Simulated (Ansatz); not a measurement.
CsPbCl3 (cubic perovskite)

```
CsPbCl3
1.0
    5.73565     0.00000     0.00000
    0.00000     5.73565     0.00000
    0.00000     0.00000     5.73565
Cs Pb Cl
1 1 3
Cartesian
  0.00000   0.00000   0.00000
  2.86783   2.86783   2.86783
  0.00000   2.86783   2.86783
  2.86783   2.86783   0.00000
  2.86783   0.00000   2.86783
```

The relaxed cell is deformed in two ways at once: its volume V is scaled, and at that volume it is stretched along z (the c axis of the conventional cell) so that c/a changes. Fractional atomic positions are held.

Level of theory: PBE (plane waves to 420 eV, PAW, scalar-relativistic; Ansatz, a quantum-chemistry and plane-wave program). k mesh 6×6×6 (Γ-centred), Fermi-Dirac smearing 0.05 eV. Stress and pressure are positive under compression. CsPbCl3 was relaxed with its symmetry unable to fall. Spin-orbit coupling is left out, though Pb is heavy. The PAW data are Ansatz's earlier set. This is a high-temperature form of CsPbCl3. 

```tsv
P (GPa)	V/V₀ = 0.920	V/V₀ = 0.947	V/V₀ = 0.973	V/V₀ = 1.000	V/V₀ = 1.027	V/V₀ = 1.053	V/V₀ = 1.080
(c/a)/(c/a)₀ = 0.960	2.32	[?]	0.72	0.08	-0.46	-0.93	-1.34
(c/a)/(c/a)₀ = 0.973	2.26	1.40	0.67	0.04	-0.51	-0.97	-1.37
(c/a)/(c/a)₀ = 0.987	2.22	1.37	0.64	0.01	-0.53	-1.00	-1.40
(c/a)/(c/a)₀ = 1.000	2.21	1.36	0.63	0.00	-0.54	-1.00	-1.40
(c/a)/(c/a)₀ = 1.013	2.22	1.37	0.64	0.01	-0.53	-1.00	-1.40
(c/a)/(c/a)₀ = 1.027	2.25	1.40	0.67	0.03	-0.51	-0.98	-1.38
(c/a)/(c/a)₀ = 1.040	2.31	[?]	0.71	0.07	-0.47	-0.94	-1.35
```

Problem. What belongs in the gaps?

Solution. 
- (c/a)/(c/a)₀ = 0.960, V/V₀ = 0.947: 1.46
- (c/a)/(c/a)₀ = 1.040, V/V₀ = 0.947: 1.45

(A scan under strain: stresses follow from slopes of the energy per volume, elastic moduli from its curvatures.)
